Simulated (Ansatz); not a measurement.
ZrGeS (space group P4/nmm)

```
CELL_PARAMETERS angstrom
      7.15086     0.00000     0.00000
      3.57543     3.57543     0.00000
      0.00000     0.00000     7.93433
ATOMIC_POSITIONS crystal
  Zr 0.75000 0.50000 0.72348
  Zr 0.25000 0.50000 0.72348
  Zr 0.25000 0.00000 0.27652
  Zr 0.75000 0.00000 0.27652
  Ge 0.00000 0.50000 0.00000
  Ge 0.50000 0.50000 0.00000
  Ge 0.00000 0.00000 0.00000
  Ge 0.50000 0.00000 0.00000
  S  0.75000 0.50000 0.37984
  S  0.25000 0.50000 0.37984
  S  0.25000 0.00000 0.62016
  S  0.75000 0.00000 0.62016
```

A phonon eigenvector at M = (0.5, 0.5, 0.0) is frozen into this cell: atom i moves by Q times the vector below, so Q is the largest atomic displacement, in Å. The cell is held. It is one choice among 2 degenerate patterns. (q is in reciprocal vectors of the primitive cell; the cell shown is doubled to hold the pattern.)

| atom | x | y | z |
|---|---|---|---|
| Zr1 | 0.000 | 0.000 | 1.000 |
| Zr2 | 0.000 | 0.000 | -1.000 |
| Zr3 | 0.000 | 0.000 | -0.254 |
| Zr4 | 0.000 | 0.000 | 0.254 |
| Ge5 | 0.219 | 0.055 | 0.000 |
| Ge6 | -0.219 | -0.055 | 0.000 |
| Ge7 | -0.055 | -0.219 | 0.000 |
| Ge8 | 0.055 | 0.219 | 0.000 |
| S9 | 0.000 | 0.000 | 0.550 |
| S10 | 0.000 | 0.000 | -0.550 |
| S11 | 0.000 | 0.000 | -0.140 |
| S12 | 0.000 | 0.000 | 0.140 |

All values below come from LDA (plane waves to 420 eV, PAW, scalar-relativistic; Ansatz, a first-principles code). k mesh 13×13×6 (Γ-centred), Fermi-Dirac smearing 0.05 eV. Energies are smeared free energies. Stress and pressure are positive under compression. With partly filled bands, energies and forces of such displacements shift with the k mesh and the smearing. ZrGeS is run without spin polarisation. ZrGeS was relaxed with its symmetry unable to fall. The zero of ΔE is the undisplaced structure.

| Q (Å) | ΔE (meV/cell) | −dE/dQ from forces (eV/Å) | P (GPa) |
|---|---|---|---|
| -0.280 | 1078 | 7.480 | 2.0 |
| -0.233 | 755 | 6.347 | 1.4 |
| -0.187 | 487 | 5.151 | 0.9 |
| -0.140 | 275 | 3.905 | 0.5 |
| -0.093 | 123 | 2.624 | 0.2 |
| -0.047 | 31 | 1.318 | 0.1 |
| 0.000 | 0 | 0.000 | 0.0 |
| 0.047 | 31 | -1.318 | 0.1 |
| 0.093 | 123 | -2.624 | 0.2 |
| 0.140 | 275 | -3.905 | 0.5 |
| 0.187 | 487 | -5.151 | 0.9 |
| 0.233 | 755 | -6.347 | 1.4 |
| 0.280 | 1078 | -7.480 | 2.0 |

Summary:

```
Item                                                                                                                 Result
-----------------------------------------------------------  --------------------------------------------------------------
Energy at Q = 0.280 Å                                                                                         1078 meV/cell
Space group of the distorted cell                                                        Pmm2 (No. 25), lowered from P4/nmm
Symmetry of the curve                                                                         even: the same for both signs
Shape of the curve                                           a single well with its minimum at or next to zero displacement
Harmonic wavenumber from the curvature (finite differences)                                                        183 cm⁻¹
Wavenumber by perturbation theory (DFPT, on another k mesh)                                                        183 cm⁻¹
```

(For displaced atoms, the force is minus the slope of the energy, and its curvature is a force constant, which sets phonon frequencies.)
